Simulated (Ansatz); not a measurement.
**What moves the field gradients of YCu6ClO8?**

Cell of run 1: a computed structure from the Materials Project (it need not be an observed phase), taken as it stands.

Space group Fm-3m (No. 225); a = 9.2926 Å.

| site | Wyckoff | site symmetry | x | y | z |
| --- | --- | --- | --- | --- | --- |
| Y | 4a | m-3m | 0.0000 | 0.0000 | 0.0000 |
| Cu | 24d | m.mm | 0.2500 | 0.2500 | 0.0000 |
| Cl | 4b | m-3m | 0.5000 | 0.5000 | 0.5000 |
| O | 32f | .3m | 0.6445 | 0.6445 | 0.8555 |

One atom of each set is listed; the run and its k-mesh use a cell of 16 atoms with edges of 6.57, 6.57, 6.57 Å.

All runs are DFT with Ansatz 0.2.0 (plane waves and PAW, scalar-relativistic unless spin–orbit coupling is named, Γ-centred meshes, Fermi–Dirac smearing where given) in this cell.

Run 1: PBE, atoms as given; 420 eV, 6×6×6 k-points, smearing 0.05 eV.
Run 2: r2SCAN, atoms as given; 500 eV, 6×6×6 k-points, smearing 0.05 eV.
Run 3: PBEsol, atoms as given; 420 eV, 6×6×6 k-points, smearing 0.05 eV.

```
run   Cu V_zz (η)     O V_zz (η)
  1  -5.11 (0.11)  -12.74 (0.00)
  2             ?              ?
  3  -5.06 (0.12)  -12.62 (0.00)
```

V_zz in 10²¹ V/m²; 2 of the 4 sets of like atoms are followed.

Problem. Estimate the row of run 2.

Solution. Cu: -5.19 (0.12); O: -13.12 (0.00). It lies nearest to run 1, from whose tensors on these sites it differs by 0.38 at most (largest principal value of the difference, on O).

Without spin–orbit coupling (the program notes it for Y) the gradients can shift somewhat, as the gap is small. Semilocal functionals can leave a metal where correlation in the d or f shell opens a gap in the real compound, and that would change the values at and beside Cu. In runs 1, 2, 3 there is no gap above 0.1 eV, so the gradients can move by 10 % or more with the k-mesh. The cell isn't the equilibrium one in runs 2, 3 (calculated pressure -6, -7 GPa), and the entry's cell may itself be off.
